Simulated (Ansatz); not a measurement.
CuI (zinc blende), relaxed with r²SCAN (Ansatz, a first-principles code, plane waves, PAW): a = b = c = 6.0228 Å, α = β = γ = 90.00°.

| Item | Value |
|---|---|
| gap (eV) | 1.67 |
| B₀ by P(V) fit (GPa) | 43.8 |

**Question.** The same phase is relaxed and computed with HSE06 in the same code. What are the cell and these values now?

**Answer.** a = 6.0939 Å, b = 6.0939 Å, c = 6.0939 Å, α = 90.00°, β = 90.00°, γ = 90.00°.

gap (eV): 2.60
B₀ by P(V) fit (GPa): 36.7

All cells were relaxed under the symmetry of their starts (and spin orders); stability against distortions was not tested throughout. Rows with no word on spin ran without spin polarisation. Spin–orbit coupling is left out wherever it is not named.

Potentials: the later of the program's two PAW sets.

Ansatz is a plane-wave DFT program.
